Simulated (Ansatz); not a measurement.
GaNi₃C (anti-perovskite, Pm-3m), PBE (plane waves, PAW; program Ansatz), all energies at zero smearing, with the estimated change up to a 700 eV cutoff added, with one set of potentials and settings (totals compare only within such a set). Cell of 5 atoms (1 Ga, 1 C, 3 Ni): -21553.500 eV.

```tsv
element	reference phase	E (eV/atom)
Ga	Cmce, 4 atoms in the cell	-3783.0209
C	P6_3/mmc, 4 atoms in the cell	-250.9479
Ni	Fm-3m, 1 atoms in the cell, spin-polarised	-5839.7239
```

Formation energy per atom, worked out: (-21553.500 − 1×(-3783.0209) − 1×(-250.9479) − 3×(-5839.7239))/5 = -0.072 eV/atom (-7 kJ per mol of atoms), at 0 K, without zero-point energy or fitted corrections.

The cell is a constructed one: a structure type filled with these elements; the Crystallography Open Database copy checked does not list it. Whether it is the stable phase at ambient conditions was not checked. The cell was relaxed with PBE under the symmetry of its start; its stability against distortions is not shown here. The workflow began spin-polarised and lost its moments. The references are the lowest solids computed at this level, not always the standard phases.

Potentials: the later of the program's two PAW sets.
